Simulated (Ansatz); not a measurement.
ZrPbO$_{3}$ (cubic perovskite, Pm-3m), DFT-r²SCAN in the program Ansatz with PAW potentials. The conduction-band minimum lies at X, with 3 equivalent valleys. Second derivatives d²E/dk² of the lowest band at one valley (eV·Å²), along Cartesian directions:

```
direction  d²E/dk²
---------  -------
[100]        21.05
[010]        21.05
[001]        37.53
[110]        21.04
[101]        29.28
[011]        29.28
```

Problem. Find the principal effective masses, the density-of-states mass and the conductivity mass.

Solution. Off-diagonal terms follow from H_xy = H[110] − (H_xx + H_yy)/2, and m*/mₑ = 7.620 eV·Å² over each eigenvalue: 0.20, 0.36, 0.36. One valley's DOS mass (m₁m₂m₃)^(1/3) = 0.30, conductivity mass 3/(Σ 1/mᵢ) = 0.29 mₑ.

Problem. What effective density of states Nc follows at 300 K for parabolic valleys?

Solution. Nc = 2.509e19 × 3 × (0.30)^(3/2) ≈ 1.2e19 cm⁻³.

The first step of the workflow began from a Materials Project structure, measured or hypothetical; the Crystallography Open Database copy checked does not list it. COD files the formula under space group No. 38, 55. Whether it is the stable phase at ambient conditions was not checked. The r²SCAN relaxation kept the symmetry of its start; whether a distortion lowers the energy is not shown. No spin polarisation was allowed. Spin–orbit coupling is left out wherever it is not named.

Potentials: the later of the program's two PAW sets.

Edges and masses are those of Kohn–Sham bands, whose gap is no quasiparticle gap.
